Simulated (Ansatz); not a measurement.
A: YN (rock salt), a = b = c = 4.8562 Å, α = β = γ = 90.00°
B: ZnCu (CsCl type), a = b = c = 2.908 Å, α = β = γ = 90.00°
C: MgSe (rock salt), a = 5.4498 Å, b = 5.4498 Å, c = 5.4498 Å, α = 90.00°, β = 90.00°, γ = 90.00°
D: Ta (bcc, W type), a = b = c = 3.282 Å, α = β = γ = 90.00°
E: Rb (bcc, W type), a = 5.5751 Å, b = 5.5751 Å, c = 5.5751 Å, α = 90.00°, β = 90.00°, γ = 90.00°

Scan: energy against volume (even scaling of the relaxed cell, symmetry kept). One method and one kind of scan serve all of them; meshes and ranges differ. All were relaxed with their symmetry unable to fall. Spin-orbit coupling is left out. Ta is run without spin polarisation. YN is run without spin polarisation. ZnCu is run without spin polarisation.

**Question.** Rank these by bulk modulus (fitted) (lowest first), as PBEsol (plane waves to 420 eV, PAW, scalar-relativistic; Ansatz, a first-principles code) gives it.

**Answer.** E (2.9 GPa), C (64.7 GPa), B (137 GPa), A (171 GPa), D (207 GPa)

(A scan under strain: stresses follow from slopes of the energy per volume, elastic moduli from its curvatures.)
